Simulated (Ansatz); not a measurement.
VBiO4 and the effect of the functional

The cell as given:

```cif
data_structure
_symmetry_space_group_name_H-M 'I4_1/a:1'
_symmetry_Int_Tables_number 88
_cell_length_a 5.1221
_cell_length_b 5.1221
_cell_length_c 11.5921
_cell_angle_alpha 90.000
_cell_angle_beta 90.000
_cell_angle_gamma 90.000
_cell_volume 304.13
loop_
_atom_site_label
_atom_site_type_symbol
_atom_site_symmetry_multiplicity
_atom_site_Wyckoff_symbol
_atom_site_fract_x
_atom_site_fract_y
_atom_site_fract_z
_atom_site_occupancy
Bi1 Bi 4 a 0.00000 0.50000 0.25000 1
V1 V 4 b 0.50000 0.00000 0.25000 1
O1 O 16 f 0.24998 0.35897 0.07913 1
```

Measurements of this composition are mostly on another form, of space group No. 15.

Kept alike: task relaxation of cell and atoms; k mesh 7 × 7 × 7; occupations fermi-dirac, width 0.05 eV; collinear spin, ferromagnetic start. Program: Ansatz, Ansatz PAW. Cutoffs run from 420 to 500 eV. The mesh is that of the run's cell of 12 atoms. No spin-orbit coupling.

| functional | volume (Å³/atom) |
| --- | --- |
| BLYP | 13.557 |
| LDA | 12.211 |
| PBE | 13.097 |
| PBEsol | 12.582 |
| RPBE | 13.505 |
| r2SCAN | 12.699 |
| revPBE | 13.392 |

The relaxations keep at least the cell's symmetry (I4_1/a). Relaxations stop with a little pressure left, so the last digits of a volume or edge aren't settled. Ansatz's relaxations hold a Pulay term in the stress (up to 0.9 GPa here). The moments vanished: the runs ended non-magnetic. All rows use potentials made for PBE.

Question: What does the functional change here?

Answer: The volume runs from 12.211 (LDA) to 13.557 Å³/atom (BLYP). From PBE: BLYP +0.460; LDA -0.886; PBEsol -0.515; RPBE +0.408; r2SCAN -0.398; revPBE +0.295.
